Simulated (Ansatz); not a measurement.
Consider the following.

H$_{4}$IN:
```cif
data_H8I2N2
_chemical_formula_sum 'H8 I2 N2'
_space_group_name_H-M_alt 'Imm2'
_space_group_IT_number 44
_space_group_name_Hall 'I 2 -2'
_cell_length_a 5.24450
_cell_length_b 7.21659
_cell_length_c 4.99170
_cell_angle_alpha 90.000
_cell_angle_beta 90.000
_cell_angle_gamma 90.000
loop_
_atom_site_label
_atom_site_type_symbol
_atom_site_symmetry_multiplicity
_atom_site_Wyckoff_symbol
_atom_site_fract_x
_atom_site_fract_y
_atom_site_fract_z
_atom_site_occupancy
H1 H 4 c 0.15980 0.00000 0.87045 1
H2 H 4 d 0.00000 0.11704 0.10670 1
I1 I 2 b 0.00000 0.50000 0.00525 1
N1 N 2 a 0.00000 0.00000 0.99145 1
```
(The calculation used a cell of 6 atoms; values per cell refer to that cell.)

This is the r²SCAN+D4-relaxed structure.

Problem. All from r²SCAN+D4 in the plane-wave PAW code Ansatz, unless another level is named. Give the bulk modulus (Birch–Murnaghan fit).

Solution. 11.1 GPa.

Problem. What about the highest zone-centre frequency (without LO–TO term)?

Solution. 103.06 THz.

The workflow started from a Materials Project entry (that database holds measured and hypothetical structures alike); the Crystallography Open Database copy checked does not list it. Its standing as an ambient phase is unchecked. The cell was relaxed with r²SCAN+D4 under the symmetry of its start. At this level the phase is dynamically unstable (imaginary phonons). Scalar-relativistic: spin–orbit coupling is off unless named, which matters more the heavier the elements.

Potentials: the later of the program's two PAW sets.
